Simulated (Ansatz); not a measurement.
A free-standing Janus 1T monolayer of ZnFCl was relaxed with 5 functionals in Ansatz, cell and atoms free, the symmetry of the start kept (meshes: PBE 12×12×1, r2SCAN 12×12×1, PBEsol 12×12×1, LDA 12×12×1, HSE06 6×6×1). Values at 0 K without nuclear motion; spin polarisation is off, and the phase may be a hypothetical one.

The PBE result:
```
Zn F Cl
1.0
     3.40236    0.00000    0.00000
    -1.70118    2.94653    0.00000
     0.00000    0.00000   28.34942
Zn F Cl
1 1 1
Cartesian
  0.0000 0.0000 9.1683
  0.0000 1.9644 10.0822
  1.7012 0.9822 7.7496
```
Periodic in the plane only; c spans the vacuum.

The sheet's in-plane cell has a = 3.402 Å, b = 3.402 Å (γ = 120.0°), and its outermost atoms lie 2.33 Å apart along the normal. Zn is surrounded by 3 F at 2.17 Å and 3 Cl at 2.42 Å; F is surrounded by 3 Zn at 2.17 Å; Cl is surrounded by 3 Zn at 2.42 Å.

Task: What lattice does HSE06 give?

Result: a = 3.373 Å; the area differs by -1.7 % from PBE's. Zn is surrounded by 3 F at 2.14 Å and 3 Cl at 2.41 Å; F is surrounded by 3 Zn at 2.14 Å; Cl is surrounded by 3 Zn at 2.41 Å.

Task: What lattice does LDA give?

Result: a = 3.287 Å; the area differs by -6.7 % from PBE's. Around Zn lie 3 F at 2.10 Å and 3 Cl at 2.36 Å; around F lie 3 Zn at 2.10 Å; around Cl lie 3 Zn at 2.36 Å.

Task: Held at the r2SCAN cell, what mean stress do LDA and PBE find, and does its sign point to their own minimum?

Result: Yes. LDA -2.29 N/m, and its relaxed area is -3.9 % from r2SCAN's; PBE +1.72 N/m, and its relaxed area is +3.0 % from r2SCAN's. Compression counts positive, so a positive stress asks for a larger cell.
